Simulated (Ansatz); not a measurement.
Space group I4/mcm (No. 140). a = 7.403 Å, b = 7.403 Å, c = 5.738 Å, α = 90.00°, β = 90.00°, γ = 90.00°
```csv
atom,site,symmetry,x,y,z
Pb,8h,m.2m,0.1594,0.6594,0.0000
Au,4a,422,0.0000,0.0000,0.2500
```

Equation of state of this Pb₂Au structure (not necessarily the ground state), with shape and atoms relaxed at each volume where symmetry leaves them free. It has no gap at any of these volumes. Computed with DFT r2SCAN, scalar-relativistic, plane waves, PAW in Ansatz 0.2.0.

Plane waves to 500 eV, a k mesh through Γ of 8×8×8 on the computed 6-atom cell and Gaussian smearing (0.10 eV); no spin polarisation.

```
V (Å³/atom) E − E(largest V) (meV/atom) P (GPa)
     24.632                         4.55     4.59
     25.418                       -11.57     2.08
     26.204                       -16.46     0.01
     26.990                       -12.04    -1.70
     27.776                         0.00    -3.13
```

Problem. Fit a third-order Birch–Murnaghan equation to E(V).

Solution. V0 = 26.20 Å³/atom, B0 = 63 GPa, B0' = 5.4.

Spin-orbit coupling is left out, which matters for the bands of heavy elements.